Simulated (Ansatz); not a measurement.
**Property card for Al₂Ru**

Al2Ru:
```
Al2Ru
1.0
    0.00000     3.98780     4.38491
    2.35067     0.00000     4.38491
    2.35067     3.98780     0.00000
Al Ru
4 2
Direct
  0.07893   0.42107   0.07893
  0.42107   0.07893   0.42107
  0.17107   0.82893   0.17107
  0.82893   0.17107   0.82893
  0.75000   0.75000   0.75000
  0.50000   0.50000   0.50000
```

Space group Fddd (No. 70); conventional cell a = 4.7013 Å, b = 7.9756 Å, c = 8.7698 Å, α = β = γ = 90.00°.

Method: DFT-PBEsol in the program Ansatz with PAW potentials. The cell and atoms are relaxed at this level. Other levels are named where they apply.

**Cell and energy**

```yaml
volume_per_atom: 13.70 Å³
density: 6.26 g/cm³
Formation energy from the elements (no fitted shifts): -0.69 eV/atom
```

**Electronic structure**

```yaml
band_gap: 0.08 eV (indirect)
valence_band_maximum: at Γ
conduction_band_minimum: on the Γ–Σ0 line, 79 % of the way from Γ (k = 0.000, 0.323, 0.323 in fractions of the reciprocal vectors) (2 equivalent valleys)
smallest_direct_gap_on_the_standard_path: 1.23 eV
electron_effective_mass: 0.93, 1.8, 2.0 mₑ (principal values)
Electron effective mass with spin–orbit coupling: 0.92, 1.8, 1.9 mₑ (principal values)
hole_effective_mass: 0.12, 0.29, 0.49 mₑ (principal values)
Hole effective mass with spin–orbit coupling: 0.12, 0.29, 0.50 mₑ (principal values)
HSE06 gap on the PBEsol cell: 0.59 eV
Gap with spin–orbit coupling: 0.07 eV
```

**Mechanics**

```yaml
Bulk modulus (Birch–Murnaghan fit): 178 GPa
Pressure derivative B′: 4.4
Elastic constants (relaxed ions, GPa): C11 = 356, C22 = 336, C33 = 390, C12 = 74.9, C13 = 108, C23 = 87.2, C44 = 71.6, C55 = 123, C66 = 102
mechanical_stability: stable (all eigenvalues of C positive)
hill_bulk_and_shear_moduli: 180 and 110 GPa
Young's modulus: 274 GPa
Poisson's ratio: 0.25
debye_temperature_from_the_elastic_constants: 579 K
```

**Phonons**

```yaml
Highest zone-centre frequency (without LO–TO term): 470 cm⁻¹
zone_centre_stability: no imaginary mode at Γ
dynamical_stability_on_the_path: stable (no imaginary branch)
zero_point_energy: 50.4 meV/atom
Vibrational entropy at 300 K: 22.1 J/(K·mol of atoms)
```

The first step of the workflow began from a Materials Project structure, measured or hypothetical; the Crystallography Open Database copy checked does not list it. Its standing as an ambient phase is unchecked. Symmetry was held in the PBEsol relaxation. No spin polarisation was allowed. The references are the lowest solids computed at this level, not always the standard phases. Spin–orbit coupling is left out wherever it is not named.

Potentials: the later of the program's two PAW sets.
